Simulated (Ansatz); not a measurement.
**Two states of CuSnF6**

```yaml
crystal:
  lattice:
    - [5.55697, 0.00000, 0.00000]
    - [-2.28648, 4.62026, 0.00000]
    - [-0.23367, -3.09935, 4.31099]
  atoms:
    - { symbol: F, position: [0.74800, 0.11800, 0.87100] }
    - { symbol: F, position: [0.25200, 0.88200, 0.12900] }
    - { symbol: F, position: [0.73700, 0.87600, 0.26600] }
    - { symbol: F, position: [0.26300, 0.12400, 0.73400] }
    - { symbol: Sn, position: [0.50000, 0.00000, 0.50000] }
    - { symbol: Cu, position: [0.00000, 0.00000, 0.00000] }
    - { symbol: F, position: [0.25000, 0.49700, 0.36400] }
    - { symbol: F, position: [0.75000, 0.50300, 0.63600] }
```

Level: r2SCAN, with U_eff = 5.72 eV on Cu d (all-electron-ortho-atomic projectors); 500 eV; 4×5×4 (shifted by 0.5, 0.5, 0.5 steps) mesh; fermi-dirac occupations (width 0.0268 eV); Ansatz 0.2.0, fixed geometry.

State A: no moments (no spin polarisation). State B: Cu6 up (collinear spin).

Q: Which state is lower, and how do they differ?

A: State B is lower by 195.0 meV an atom at zero smearing; in free energy at this smearing B lies -193.8 meV an atom from A.

| state | free energy (meV/atom) | largest moment in a small sphere (μB) | net moment (μB/cell) | gap on mesh (eV) | pressure (GPa) | largest force (eV/Å) |
| --- | --- | --- | --- | --- | --- | --- |
| A | 193.8 | 0.00 | 0.00 | metal | -1.9 | 0.32 |
| B | 0.0 | 0.87 | 1.00 | 4.08 | -2.1 | 0.19 |

Origin: a database entry at a rescaled volume. Caveats: an odd or shifted mesh can miss the band edges, so this level's true gap may be smaller; no spin-orbit coupling, which can shift this gap by tenths of an eV; odd electron count without spin polarisation, so a magnetic state may lie lower; the k mesh is coarse if the cell is a metal.
